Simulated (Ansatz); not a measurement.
A sound run on Eu (Im-3m), U = 5 eV on Eu f (DFT, PBE+U, PAW with Ansatz's default frozen-core files, scalar-relativistic (Ansatz)):

```yaml
crystal:
  lattice:
    - [-2.303, 2.303, 2.303]
    - [2.303, -2.303, 2.303]
    - [2.303, 2.303, -2.303]
  atoms:
    - { symbol: Eu, position: [0.0, 0.0, 0.0], spin: 7.0 }
magnetization:
  spin_polarized: true
kpoints:
  mp_grid: { grid: [10, 10, 10] }
scf:
  occupations: { method: fermi_dirac, width: 0.05 }
hamiltonian:
  xc: pbe
  pseudopotentials: { kind: paw }
  hubbard: { sites: [{ species: Eu, l: f, u_eff: 5 }] }
output:
  forces: true
  stress: true
  eigenvalues: true
  hubbard: { sites: [{ species: Eu, l: f }] }
  populations: true
```

It converged in 13 iterations. Site moments (μB): Eu 7.16. Cell moment 7.40 μB. Pressure -0.45 GPa.

The input is then changed, output keys apart:

```diff
+basis:
+  xc_grid: 3
+  ecutwfc: "500 eV"
```

**Question.** How does the run end?

**Answer.** The calculation finished and met its thresholds. Free energy -8766.3190 eV against -8766.3142 eV, cell moment 7.40 μB, pressure -0.44 GPa.
```
Eu: projections on atomic orbitals take those of the free atom [Kr 4d10] 4f7 5s2 5p6 5d0 6s2, of charge +0.00 (hamiltonian.pseudopotentials.projection_atoms); the dataset's partial waves leave at most 1.0e-3 of an orbital's norm unspanned inside its sphere
Engine: ansatz 0.2.0
Pseudopotentials: kind: paw
Pseudopotential: Eu, paw, valence charge 17, recommended cutoff 420 eV (normal), Eu.paw.azcp
Functional definition: PBE
  parameter kappa = 0.804
  parameter beta = 0.06672455060314922
  exchange = pbe_x(kappa = kappa, mu = beta*pi^2/3)
  correlation = pbe_c(beta = beta)
Crystal: 1 atoms, lattice volume = 48.859 Å³
Basis set: ecut = 500 eV, 1253 PW (Γ), exchange–correlation on 90×90×90 points (27 copies of the dense FFT grid, shifted against one another)
Bands: 18, of which v1, the nominal top of the filled ones, is band 9 counted from 1 (8 counted from 0)
Symmetry: 48 space group operations
Space group: Im-3m (ITA 229), of the structure as read, at distance tolerance 3.7e-5 Å
Magnetic group: BNS 229.140 (UNI 1642), of the structure as read, at distance tolerance 3.7e-5 Å
k-points: 47 of 1000
Non-local potential: Eu, projectors of the file, l = 0: 3, l = 1: 2, l = 2: 2, l = 3: 3
PAW form: soft (Blöchl's): semilocal exchange-correlation on the pseudo side does not see the compensation charge
PAW one-centre angular grid: Eu, 590 points (default); XC on 64 Gauss nodes
Initial density: superposition of atomic densities (chi_scale 0.1, normalization cell)
Initial wavefunctions: pseudopotential atomic-orbital guess
Functional: x = pbe(κ = 0.804, μ = 0.2195149727645171), c = pbe(β = 0.06672455060314922)
[...]
  E_ewald      = -1644.014444
  E_smearing   = -0.011554  (= −TS)
  E_closure    = -0.000000  (closes the sum)
  Σ components = -8766.319017   (vs F -8766.319017, Δ=0.00e0)
--- Forces (eV/Å), atoms counted from 1 ---
  atom   1  Eu     0.00000000    -0.00000000    -0.00000000
  max |Σ_I F_I| component: 1.75e-32 eV/Å
--- Stress (GPa, compression-positive) ---
       -0.441666      -0.000000       0.000000
        0.000000      -0.441666      -0.000000
       -0.000000      -0.000000      -0.441666
  P = ⅓ Tr σ = -0.4417 GPa (-4.417 kbar)
--- Band table (eV; the first three rows and the last of 94) ---
  k-point 0 ↑: bands = ["-33.7145", "-12.4197", "-12.4197", "-12.4197", "3.5247", "5.1770", "5.1770", "5.1770", "5.3205", "5.3205", "5.3205", "5.3685", "9.4810", "9.4810", "9.4810", "10.9338", "10.9338", "16.4471"]
  k-point 1 ↑: bands = ["-33.7128", "-12.4474", "-12.4287", "-12.4198", "3.7225", "5.1813", "5.1841", "5.1878", "5.3116", "5.3158", "5.3171", "5.3566", "9.3351", "9.3972", "9.6882", "10.7438", "10.9437", "16.6127"]
  k-point 2 ↑: bands = ["-33.7083", "-12.5188", "-12.4523", "-12.4199", "4.2796", "5.1888", "5.2038", "5.2170", "5.2906", "5.2969", "5.3070", "5.3410", "8.9916", "9.0018", "10.2851", "10.6355", "11.0006", "16.5931"]
  k-point 46 ↓: bands = ["-30.4884", "-10.2451", "-10.2451", "-10.2451", "7.6210", "7.6210", "12.4904", "12.4904", "12.4904", "13.7196", "13.7196", "13.7196", "14.7065", "15.1144", "15.1144", "15.1144", "15.2042", "15.2042"]
Occupation matrices written to <dir>
--- Löwdin populations: 1 site ---
  site symbol       q [e]    m [muB]
     0     Eu     16.9655     7.3915
  spilling = 0.002030 (of n_electrons = 17.000000)
```
